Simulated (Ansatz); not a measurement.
Input for Ansatz (plane-wave DFT, PAW):

```yaml
crystal:
  lattice:
    - [4.3845848666, 0.0, 0.0]
    - [0.0, 4.3845848666, 0.0]
    - [0.0, 0.0, 4.3845848666]
  atoms:
    - { symbol: Zr, position: [0.5, 0.5, 0.0] }
    - { symbol: Zr, position: [0.5, 0.0, 0.5] }
    - { symbol: Zr, position: [0.0, 0.5, 0.5] }
    - { symbol: Cu, position: [0.0, 0.0, 0.0] }
basis:
  ecutwfc: 500
kpoints:
  mp_grid: { grid: [10, 10, 10] }
hamiltonian:
  xc: r2scan
scf:
  occupations: { method: gaussian, width: 0.1 }
output:
  forces: true
  stress: true
  eigenvalues: true
```

It can be run as
```bash
ansatz run input.yaml --threads 1 --pin off --backend cpu --events-out ev --progress --plain --runs-dir out  # memory cap (--max-ram) not shown
```

Method: DFT r2SCAN, scalar-relativistic, plane waves, PAW (Ansatz).

Abridged output (final results; tables in files aren't shown):

```
SCF 1 converged in 10 iterations: F = -19215.973293 eV  dr2 = 3.07e-9
SCF converged after 10 iterations
Free energy (F): -19215.973293 eV
Harris-Foulkes:  -19215.973293 eV  (|F-HF|=1.25e-9)
Internal energy: -19215.940583 eV  (E = F + TS)
E sigma→0 (E₀):  -19215.956938 eV
Entropy (-TS):   -0.032710 eV (-8.178 meV/atom)
Fermi energy:    13.570603 eV
--- Per-component energies (eV) ---
  E_band       = -765.067432
  E_kinetic    = 1291.950151
  E_local      = -7093.872543  (includes V_loc(G=0)·N_el)
  E_nonlocal   = 631.697606
  E_hartree    = 2920.565786
  E_xc         = -548.023028
  E_vxc        = -754.732421  (∫ρ·V_xc dr)
  E_paw        = -10587.821786  (= ΣΔE_a)
  E_vpaw       = -727.980308  (= ΣTr[D̂ρ^β])
  E_aug_tail   = 0.000180  (compensation charges beyond the density's cutoff)
  E_vtau       = 46.742615  (kinetic-family band-sum trace: ∫τ·v_τ [+ j·A + Jᵃ·Aᵃ] dr)
  E_ewald      = -5829.641615
  E_core_change = -0.795333  (= ΣΔE_core)
  E_smearing   = -0.032710  (= −TS)
--- Forces (eV/Å), atoms counted from 1 ---
  atom   1  Zr     0.00000000     0.00000000     0.00000000
  atom   2  Zr     0.00000000     0.00000000     0.00000000
  atom   3  Zr     0.00000000     0.00000000     0.00000000
  atom   4  Cu     0.00000000     0.00000000     0.00000000
--- Stress (GPa, compression-positive) ---
       -5.216816       0.000000       0.000000
        0.000000      -5.216816       0.000000
        0.000000       0.000000      -5.216816
  P = ⅓ Tr σ = -5.2168 GPa (-52.168 kbar)
--- Band table (eV; the first three rows and the last of 56) ---
  k-point 0: bands = ["-102.6373", "-58.4378", "-58.4378", "-58.4378", "-36.7665", "-36.5441", "-36.5441", "-14.4698", "-14.4698", "-14.4698", "-13.9066", "-13.9066", "-13.9066", "-13.5765", "-13.5765", "-13.5765", "7.2528", "9.8527", "10.2398", "10.2398", "10.5547", "10.5547", "10.5547", "12.6325", "12.6325", "12.6325", "13.1555", "13.1555", "16.1970", "16.1970", "16.1970", "16.8258", "16.8258"]
  k-point 1: bands = ["-102.6373", "-58.4378", "-58.4378", "-58.4378", "-36.7617", "-36.5490", "-36.5440", "-14.4576", "-14.4576", "-14.4515", "-13.9112", "-13.9112", "-13.9089", "-13.6018", "-13.5857", "-13.5857", "7.3634", "9.9404", "10.2700", "10.2856", "10.5775", "10.5884", "10.5884", "12.6297", "12.6629", "12.6629", "13.0357", "13.2196", "15.7435", "15.7435", "16.0169", "16.7356", "17.2446"]
  k-point 2: bands = ["-102.6373", "-58.4378", "-58.4378", "-58.4378", "-36.7479", "-36.5628", "-36.5439", "-14.4230", "-14.4230", "-14.3975", "-13.9256", "-13.9256", "-13.9147", "-13.6741", "-13.6099", "-13.6099", "7.6856", "10.1547", "10.3773", "10.4040", "10.6392", "10.6815", "10.6815", "12.6217", "12.6678", "12.7389", "12.7389", "13.4182", "15.1834", "15.1834", "15.6619", "16.5075", "17.4973"]
  k-point 55: bands = ["-102.6373", "-58.4378", "-58.4378", "-58.4378", "-36.6165", "-36.6165", "-36.6165", "-14.7883", "-14.3961", "-14.3961", "-14.3961", "-13.6144", "-13.6144", "-13.6144", "-13.5904", "-13.5904", "9.2862", "10.2951", "10.2951", "10.2951", "11.0814", "11.0814", "12.1726", "12.1726", "12.1726", "14.1162", "14.1162", "14.1162", "14.7054", "14.7054", "14.7054", "15.1939", "16.5866"]
```

The calculation finished and met its thresholds.